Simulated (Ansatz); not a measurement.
Pd:
```
CELL_PARAMETERS angstrom
      2.58800     0.00000     0.00000
      0.00000     2.58800     0.00000
      0.00000     0.00000     2.58800
ATOMIC_POSITIONS crystal
  Pd 0.00000 0.00000 0.00000
```

Relaxed with r²SCAN. Special points in fractions of this cell's reciprocal vectors: Γ (0.000, 0.000, 0.000); X (0.000, 0.500, 0.000); M (0.500, 0.500, 0.000); R (0.500, 0.500, 0.500).

**Question.** List the band energies nearest the Fermi level at these points for DFT-r²SCAN in the program Ansatz with PAW potentials.

**Answer.** In eV from the Fermi level; about four levels below and three above (degenerate sets whole), none deeper than 8.9 eV; … stands for higher levels left out; points with the same levels are listed once.

```json
[
 {"k": "Γ", "below": "-6.05 -4.77 -4.77", "above": "…"},
 {"k": "X", "below": "-4.27 -4.02 -1.71 -1.71", "above": "0.09 …"},
 {"k": "M", "below": "-5.02 -3.56 -1.40 -1.40", "above": "1.25 …"},
 {"k": "R", "below": "-4.14 -4.14 -4.14", "above": "1.35 1.35 …"}
]
```

Space group Pm-3m (simple cubic). A made-up cell: these elements were put on the sites of a structure type; neither database checked (COD, Materials Project) lists it. It is not the phase usual at ambient conditions (space group No. 225). Symmetry was held in the r²SCAN relaxation. At this level the phase is mechanically unstable. The run is not spin-polarised. Spin–orbit coupling is left out wherever it is not named.

Potentials: the later of the program's two PAW sets.
